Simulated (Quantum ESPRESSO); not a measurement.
# Strain and stress in Ga3GeN3C

These are calculations, not measurements. They come from pw.x of Quantum ESPRESSO 7.5, a plane-wave density functional program, with PseudoDojo standard norm-conserving files (v0.5 for PBE, v0.4.1 for LDA and PBEsol). The cells are made up: elements, strain and atom displacements were drawn at random, and nothing was relaxed. There is no spin polarisation, spin-orbit coupling or dispersion term.

The cell has 8 sites of a zincblende or diamond lattice. Sites 1 to 4 hold Ga Ge Ga Ga; sites 5 to 8 hold N N N C. Cell vectors in Å: (4.647, 0.000, 0.000); (0.000, 4.647, 0.000); (0.000, 0.000, 4.652). Settings: PBE, cutoff 1143 eV, 4 x 4 x 4 k mesh shifted by half a step, Fermi-Dirac smearing of 0.025 eV.

Each run adds the same strain along x and y to one cell, with the atoms carried along; the vectors above are those of run 5. Stress is positive in tension and P is minus a third of its trace. E is the free energy for each atom above the lowest run shown. The last column is band 37 less band 36 at Gamma, from a band step after each run.

| run | strain (%) | s_xx (GPa) | s_yy (GPa) | s_zz (GPa) | s_xy (GPa) | P (GPa) | E (meV/atom) | level step at Gamma (eV) |
| --- | --- | --- | --- | --- | --- | --- | --- | --- |
| 1 | -2.28 | -3.85 | -3.50 | 1.52 | -3.56 | 1.94 | 2.64 | 1.394 |
| 3 | -1.43 | -0.57 | -0.18 | 3.48 | -3.19 | -0.91 | 0.00 | 1.293 |
| 4 | -0.66 | 2.18 | 2.60 | 5.08 | -2.88 | -3.29 | 1.19 | 1.191 |
| 5 | -0.09 | 4.09 | 4.53 | 6.18 | -2.67 | -4.93 | 4.15 | 1.113 |
| 6 | 1.30 | 8.34 | 8.82 | 8.54 | -2.19 | -8.57 | 18.40 | 0.920 |
| 7 | 1.90 | 10.00 | 10.50 | 9.43 | -2.00 | -9.98 | 27.40 | 0.837 |
| 2 | -1.86 | ? | ? | ? | ? | ? | ? | ? |

A rerun of one of these cells at 1437 eV and k mesh 6 x 6 x 6 moved values by no more than 0.005 eV in the cell's energy, 0.02 GPa in stress and 0.002 eV/Å in force.

## Worked fit

A parabola through the six runs shown gives s_xx = 4.39 + 3.25 e - 0.158 e² GPa, with e in per cent and a scatter of 0.02 GPa. The slope is a stiffness of 325 ± 2 GPa for each unit of this strain at e = 0, the sum of the responses of s_xx to strain along x and along y. The atoms are clamped, and relaxing them would in general lower it. The error is the larger of the fit's own and the change that a cubic makes, rounded up.

## Withheld run

Question: what s_xx should run 2 give?

The fit gives -2.20 GPa. The calculation gave -2.20 GPa.

```
run,strain (%),s_xx (GPa),s_yy (GPa),s_zz (GPa),s_xy (GPa),P (GPa),E (meV/atom),level step at Gamma (eV)
2,-1.86,-2.20,-1.82,2.52,-3.37,0.50,0.80,1.346
```